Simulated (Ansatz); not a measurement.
SiRh:
```yaml
crystal:
  lattice:
    - [2.94618, 0.00000, 0.00000]
    - [0.00000, 2.94618, 0.00000]
    - [0.00000, 0.00000, 2.94618]
  atoms:
    - { symbol: Si, position: [0.50000, 0.50000, 0.50000] }
    - { symbol: Rh, position: [0.00000, 0.00000, 0.00000] }
```

Relaxed with PBEsol. Special points in fractions of this cell's reciprocal vectors: Γ (0.000, 0.000, 0.000); X (0.000, 0.500, 0.000); M (0.500, 0.500, 0.000); R (0.500, 0.500, 0.500).

**Question.** List the band energies nearest the Fermi level at these points for PBEsol with spin–orbit coupling in the plane-wave PAW code Ansatz.

**Answer.** In eV from the Fermi level; about four levels below and three above (degenerate sets whole), none deeper than 8.9 eV; points with the same levels are listed once.

| k | below | above |
|---|---|---|
| Γ | -2.03 -2.03 -2.03 -2.03 -1.78 -1.78 | 2.07 2.07 2.32 2.32 2.32 2.32 |
| X | -1.68 -1.68 -0.06 -0.06 | 5.45 5.45 7.77 7.77 |
| M | -3.16 -3.16 -0.60 -0.60 | 1.94 1.94 3.16 3.16 |
| R | -0.51 -0.51 -0.51 -0.51 | 1.82 1.82 2.36 2.36 2.36 2.36 |

Space group Pm-3m (CsCl type). The workflow started from a Materials Project entry (that database holds measured and hypothetical structures alike); the Crystallography Open Database copy checked does not list it. COD files the formula under space group No. 14, so this cell is another polymorph or a model. Whether it is the stable phase at ambient conditions was not checked. The cell was relaxed with PBEsol under the symmetry of its start. At this level the phase is mechanically unstable. No spin polarisation was allowed.

Potentials: the later of the program's two PAW sets.
